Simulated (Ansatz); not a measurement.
Sc (hcp, Mg type)

```yaml
crystal:
  lattice:
    - [3.31943, 0.00000, 0.00000]
    - [-1.65971, 2.87471, 0.00000]
    - [0.00000, 0.00000, 5.16637]
  atoms:
    - { symbol: Sc, position: [0.33333, 0.66667, 0.75000] }
    - { symbol: Sc, position: [0.66667, 0.33333, 0.25000] }
```

The slice is a (0001) plane (indices of the conventional cell) through the point (0.667, 0.333, 0.250) (fractional), spanned by u = [110] and v = [1 -1 0] in vectors of this cell: u (3.32 Å) and v (5.75 Å, at 90° to u). It covers one period; positions are fractions (u, v).

Level of theory: PBE (plane waves to 420 eV, PAW, scalar-relativistic; Ansatz, a program for electronic structure). k mesh 16×16×9. Near the nuclei the fields are pseudised (PAW); where an atom keeps semicore shells as valence, they peak there. Sc is run without spin polarisation. Sc was relaxed with its symmetry unable to fall.

Q: What is the valence density on the shortest Sc–Sc line in this plane (3.32 Å), at its midpoint?

A: 0.11 e/Å³.

Q: What is the ELF at the midpoint of the shortest Sc–Sc line in this plane (3.32 Å)?

A: 0.29.

Q: Sketch the electrostatic potential energy of an electron, from the cell's mean on this plane as a map.

A: 
```
|xxxxx0477740xxxx|
|xxxxx0578750xxxx|
|xxxx036888630xxx|
|xxx01578987510xx|
|0002578999875200|
|4456778888877654|
|7777777777777777|
|9988764434467889|
|9987520000025789|
|998520xxxxx02589|
|98630xxxxxxx0368|
|8750xxxxxxxxx057|
|8740xxxxxxxxx047|
|7630xxxxxxxxx036|
|7740xxxxxxxxx047|
|8750xxxxxxxxx057|
|88630xxxxxxx0368|
|987510xxxxx01578|
|9987520000025789|
|8887765444567788|
|7777777777777777|
|3446788999887644|
|0002578999875200|
|xxx02589998520xx|
|xxxx036898630xxx|
|xxxxx0578750xxxx|
|xxxxx0478740xxxx|
|xxxxx0367630xxxx|
```
Scale: ten equal steps from -1.00 (start of '0') to 7.56 (end of '9'), in the order '0123456789'. Values: electrostatic potential energy of an electron, from the cell's mean, in eV. The map has 16 points along u (one character each, u = 0 at the left) and 28 along v (v = 0 in the bottom row). Points within 1 Å of a nucleus are blanked (x), as the pseudised field means little there. Values under -1 eV are set to -1. The zero, the cell's mean, hangs on the PAW cores.
